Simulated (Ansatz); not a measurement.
LaAg:
```yaml
crystal:
  lattice:
    - [3.81597, 0.00000, 0.00000]
    - [0.00000, 3.81597, 0.00000]
    - [0.00000, 0.00000, 3.81597]
  atoms:
    - { symbol: Ag, position: [0.00000, 0.00000, 0.00000] }
    - { symbol: La, position: [0.50000, 0.50000, 0.50000] }
```

Relaxed with r²SCAN.

**Question.** Give the Bader charges and basin volumes of the independent atoms, the program Ansatz at the r²SCAN level (PAW).

**Answer.** 

```tsv
atom	Bader charge (e)	Bader volume (Å³)
Ag1	-1.33	30.6
La2	+1.33	24.9
```

Space group Pm-3m (CsCl type). The workflow started from an entry of the Crystallography Open Database (COD). Whether it is the stable phase at ambient conditions was not checked. The cell was relaxed with r²SCAN under the symmetry of its start; its stability against distortions is not shown here. The run is not spin-polarised. Spin–orbit coupling is left out wherever it is not named.

Potentials: the later of the program's two PAW sets.
